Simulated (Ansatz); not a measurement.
BaF$_{2}$:
```cif
data_Ba4F8
_chemical_formula_sum 'Ba4 F8'
_space_group_name_H-M_alt 'Fm-3m'
_space_group_IT_number 225
_space_group_name_Hall '-F 4 2 3'
_cell_length_a 6.19472
_cell_length_b 6.19472
_cell_length_c 6.19472
_cell_angle_alpha 90.000
_cell_angle_beta 90.000
_cell_angle_gamma 90.000
loop_
_atom_site_label
_atom_site_type_symbol
_atom_site_symmetry_multiplicity
_atom_site_Wyckoff_symbol
_atom_site_fract_x
_atom_site_fract_y
_atom_site_fract_z
_atom_site_occupancy
Ba1 Ba 4 a 0.00000 0.00000 0.00000 1
F1 F 8 c 0.25000 0.25000 0.25000 1
```
(The calculation used a cell of 3 atoms; values per cell refer to that cell.)

Relaxed with r²SCAN. The program Ansatz at the r²SCAN level (PAW) gives a gap of 7.41 eV.

Question: What gap does HSE06 give on the same cell (Ansatz, PAW)?

Answer: 8.76 eV, 1.35 eV more. The hybrid was solved on a coarser mesh and at special points; its gap is the smallest among all of these.

```tsv
k	v1 r²SCAN	c1 r²SCAN	v1 HSE06	c1 HSE06
Γ	-0.10	7.41	-0.11	8.76
X	-0.17	7.75	…	…
L	-0.18	9.92	…	…
W	-0.23	8.02	…	…
K	-0.17	8.02	…	…
```

Question: Top valence (v1) and lowest conduction level (c1) in eV from each method's valence maximum (which need not be a listed point): supply the withheld HSE06 values.

Answer: 
- X, v1 HSE06: -0.21
- X, c1 HSE06: 9.23
- W, v1 HSE06: -0.26
- W, c1 HSE06: 9.51
- L, v1 HSE06: -0.17
- L, c1 HSE06: 11.31
- K, v1 HSE06: -0.19
- K, c1 HSE06: 9.50

Cost on shared cores: the r²SCAN run (SCF on a 8×8×8 mesh, then bands and DOS) about 14 core-seconds (a rough figure), the HSE06 run (SCF on 6×6×6, then a few points) around 100 core-seconds (rough); the tasks are unlike.

The cell was relaxed with r²SCAN under the symmetry of its start. Spin–orbit coupling is left out wherever it is not named.

Potentials: the later of the program's two PAW sets.
